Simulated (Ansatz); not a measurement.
Relaxed Pd (fcc, Cu type):

```
Pd
1.0
    3.94259     0.00000     0.00000
    0.00000     3.94259     0.00000
    0.00000     0.00000     3.94259
Pd
4
Direct
  0.00000   0.00000   0.00000
  0.50000   0.50000   0.00000
  0.50000   0.00000   0.50000
  0.00000   0.50000   0.50000
```

Scan: atom 3 (Pd, nearest neighbour Pd at 2.788 Å; its periodic images, 3.9 Å or more away, move with it) is displaced along Cartesian [111], direction (0.577, 0.577, 0.577) in Cartesian axes, by s. The other atoms stay.

All values below come from PBE (plane waves to 420 eV, PAW, scalar-relativistic; Ansatz, a first-principles code). k mesh 10×10×10 (Γ-centred), Fermi-Dirac smearing 0.05 eV. Compression counts positive. With partly filled bands, energies and forces of such displacements shift with the k mesh and the smearing. F∥ is the force on the atom along that direction. Pd is run without spin polarisation. Pd was relaxed with its symmetry unable to fall. The PAW data are Ansatz's earlier set. 

| s (Å) | P (GPa) | F∥ (eV/Å) |
|---|---|---|
| -0.280 | (withheld) | 2.553 |
| -0.224 | 2.3 | 1.980 |
| -0.168 | 1.3 | 1.454 |
| -0.112 | 0.6 | 0.958 |
| -0.056 | 0.1 | 0.477 |
| 0.000 | 0.0 | 0.000 |
| 0.056 | 0.1 | -0.477 |
| 0.112 | 0.6 | -0.958 |
| 0.168 | 1.3 | -1.454 |
| 0.224 | 2.3 | -1.980 |
| 0.280 | (withheld) | -2.553 |

**Question.** Some entries are withheld; supply them.

**Answer.** 
- -0.280, P (GPa): 3.7
- 0.280, P (GPa): 3.7

(For displaced atoms, the force is minus the slope of the energy, and its curvature is a force constant, which sets phonon frequencies.)
